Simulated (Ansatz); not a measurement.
A crystal relaxed with r2SCAN in the plane-wave code Ansatz has space group Pm (No. 6) and a = 6.522 Å, b = 3.957 Å, c = 6.848 Å, β = 90.0°.

```csv
atom,site,x,y,z
P,1a,0.9993,0.0000,0.3325
As,1b,0.0014,0.5000,0.8338
As,1b,0.4999,0.5000,0.1695
As,1a,0.5018,0.0000,0.6643
Xx,1a,0.3643,0.0000,0.3333
Xx,1b,0.3773,0.5000,0.8336
Xx,1b,0.8778,0.5000,0.1736
Xx,1a,0.8782,0.0000,0.6594
```

With r2SCAN the gap is 1.17 eV and direct, at Γ. HSE06 gives a direct gap of 1.56 eV at Γ. With PBE the gap is 0.73 eV and direct, at Γ. Meshes: r2SCAN 4×6×4, HSE06 2×4×2, PBE 4×6×4.

**Question.** Which element is Xx?
A. Ga
B. In
C. Tl
D. Al

**Answer.** A. Xx is Ga: Ga4As3P, ordered on the wurtzite lattice (Pm) with 8 atoms a cell. P has 4 Ga at 2.37–2.39 Å; As has 4 Ga at 2.45–2.46 Å; As has 4 Ga at 2.43–2.47 Å; As has 4 Ga at 2.43–2.46 Å; Ga has 1 P at 2.38 Å and 3 As at 2.44 Å; Ga has 4 As at 2.43–2.45 Å; Ga has 2 P at 2.39 Å and 2 As at 2.46–2.47 Å; Ga has 1 P at 2.37 Å and 3 As at 2.45–2.46 Å.

Values at 0 K without nuclear motion; spin polarisation is off, and the phase may be a hypothetical one.

Spin-orbit coupling is left out.

The meshes of the hybrids are coarse, so their gaps aren't converged to the digits shown.
